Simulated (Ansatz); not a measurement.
Rh₂O₃ (corundum)

```
Rh2O3
1.0
    2.55447     1.47482     4.60725
   -2.55447     1.47482     4.60725
    0.00000    -2.94965     4.60725
Rh O
4 6
Direct
  0.84934   0.84934   0.84934
  0.15066   0.15066   0.15066
  0.65066   0.65066   0.65066
  0.34934   0.34934   0.34934
  0.04970   0.45030   0.75000
  0.95030   0.54970   0.25000
  0.75000   0.04970   0.45030
  0.25000   0.95030   0.54970
  0.45030   0.75000   0.04970
  0.54970   0.25000   0.95030
```

This relaxed cell (volume V₀) is scaled evenly in all directions, its shape held. The atoms relax within the cell's symmetry.

Method: PBEsol (plane waves to 420 eV, PAW, scalar-relativistic; Ansatz, a quantum-chemistry and plane-wave program). k mesh 8×8×8 (Γ-centred), Fermi-Dirac smearing 0.05 eV. The energy includes the smearing's −TS. Compression counts positive. With the shape held, the modulus is that of even scaling; a crystal free to change shape is softer. Rh2O3 is run without spin polarisation and with no Hubbard U. Rh2O3 was relaxed with its symmetry unable to fall. ΔE is measured from the relaxed starting cell.

```
V (Å³/atom)  ΔE (meV/atom)
-----------  -------------
9.790                 34.0
9.915             withheld
10.039                11.6
10.164                 5.0
10.289                 1.2
10.414                 0.0
10.539                 1.2
10.664                 4.6
10.789                10.1
10.914                17.5
11.039                26.8
```

Fit a third-order Birch-Murnaghan form (E₀, V₀, B₀, B₀′ free) to the given rows and predict ΔE at V = 9.915.

Least squares on the 10 given rows: ΔE = E₀ + (9V₀B₀/16)·y²·[2 + (B₀′ − 4)y], y = (V₀/V)^(2/3) − 1, with V₀ = 10.413 Å³/atom, B₀ = 257.4 GPa (160.2 GPa = 1 eV/Å³; the term in eV is multiplied by 1000), B₀′ = 5.19, E₀ = -0.02 meV/atom; root-mean-square residual 0.02 meV/atom. At 9.915 the fit gives 21.1 meV/atom; the calculation gives 21.2 meV/atom, so the interpolation is off by -0.1 (-0.5 %). For the pressure the fit gives 14.3 GPa against the computed 14.3 GPa.

(A scan under strain: stresses follow from slopes of the energy per volume, elastic moduli from its curvatures.)
